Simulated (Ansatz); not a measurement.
CsCdCl₃ (cubic perovskite)

```yaml
crystal:
  lattice:
    - [5.25786, 0.00000, 0.00000]
    - [0.00000, 5.25786, 0.00000]
    - [0.00000, 0.00000, 5.25786]
  atoms:
    - { symbol: Cs, position: [0.00000, 0.00000, 0.00000] }
    - { symbol: Cd, position: [0.50000, 0.50000, 0.50000] }
    - { symbol: Cl, position: [0.00000, 0.50000, 0.50000] }
    - { symbol: Cl, position: [0.50000, 0.00000, 0.50000] }
    - { symbol: Cl, position: [0.50000, 0.50000, 0.00000] }
```

This relaxed cell (volume V₀) is scaled evenly in all directions, its shape held. Symmetry pins the atoms to their sites.

The numbers are results of r2SCAN (plane waves to 500 eV, PAW, scalar-relativistic; Ansatz, an electronic-structure program), not measurements. k mesh 6×6×6 (Γ-centred), Fermi-Dirac smearing 0.05 eV. E stands for the smeared free energy. Stress and pressure are positive under compression. CsCdCl3 was relaxed with its symmetry unable to fall. ΔE is measured from the relaxed starting cell.

| V (Å³/atom) | ΔE (meV/atom) |
|---|---|
| 26.164 | 39.7 |
| 26.745 | 24.3 |
| 27.327 | 13.1 |
| 27.908 | withheld |
| 28.489 | 1.3 |
| 29.071 | 0.0 |
| 29.652 | 1.2 |
| 30.234 | 4.8 |
| 30.815 | 10.4 |
| 31.397 | 17.8 |
| 31.978 | 26.7 |

Problem. Fit a third-order Birch-Murnaghan form (E₀, V₀, B₀, B₀′ free) to the given rows and predict ΔE at V = 27.908.

Solution. Least squares on the 10 given rows: ΔE = E₀ + (9V₀B₀/16)·y²·[2 + (B₀′ − 4)y], y = (V₀/V)^(2/3) − 1, with V₀ = 29.067 Å³/atom, B₀ = 35.57 GPa (160.2 GPa = 1 eV/Å³; the term in eV is multiplied by 1000), B₀′ = 5.00, E₀ = -0.01 meV/atom; root-mean-square residual 0.03 meV/atom. At 27.908 the fit gives 5.6 meV/atom; the calculation gives 5.6 meV/atom, the same to the digits shown. For the pressure the fit gives 1.60 GPa against the computed 1.60 GPa.

(Under strain, the slope of the energy per volume gives the stress and its curvature an elastic modulus.)
